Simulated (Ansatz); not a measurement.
Relaxed CdSe (zinc blende):

```
CELL_PARAMETERS angstrom
      0.00000     6.19627     6.19627
      3.09814     3.09814     6.19627
      3.09814     3.09814     0.00000
ATOMIC_POSITIONS crystal
  Se 0.00000 0.75000 0.75000
  Se 0.50000 0.75000 0.75000
  Cd 0.00000 0.00000 0.00000
  Cd 0.50000 0.00000 0.00000
```

A phonon eigenvector at X = (0.5, 0.5, 0.0) is frozen into this cell: atom i moves by Q times the vector below, so Q is the largest atomic displacement, in Å. The cell is held. It is one choice among 2 degenerate patterns. (q is in reciprocal vectors of the primitive cell; the cell shown is doubled to hold the pattern.)

| atom | x | y | z |
|---|---|---|---|
| Se1 | 0.695 | 0.000 | 0.000 |
| Se2 | -0.695 | 0.000 | 0.000 |
| Cd3 | 0.000 | 1.000 | 0.000 |
| Cd4 | 0.000 | -1.000 | 0.000 |

Level of theory: PBE (plane waves to 420 eV, PAW, scalar-relativistic; Ansatz, a program for electronic structure). k mesh 9×9×9 (Γ-centred), Fermi-Dirac smearing 0.05 eV. Energies are smeared free energies. CdSe was relaxed with its symmetry unable to fall. ΔE is measured from the undisplaced structure.

```
Q (Å)   ΔE (meV/cell)
------  -------------
-0.180           33.0
-0.150           22.8
-0.120       withheld
-0.090            8.2
-0.060            3.6
-0.030            0.9
0.000             0.0
0.030             0.9
0.060             3.6
0.090             8.2
0.120        withheld
0.150            22.8
0.180            33.0
```

### Question
Fit an even polynomial form (powers 2, 4) to the given rows and predict ΔE at Q = 0.120.

### Answer
Least squares on the 11 given rows: ΔE = (1005)·Q² + (416.9)·Q⁴, in meV/cell with Q in Å; root-mean-square residual 0.02 meV/cell. At 0.120 the fit gives 14.6 meV/cell; the calculation gives 14.6 meV/cell, the same to the digits shown. The quadratic term alone would give 14.5 meV/cell.

(For displaced atoms, the force is minus the slope of the energy, and its curvature is a force constant, which sets phonon frequencies.)
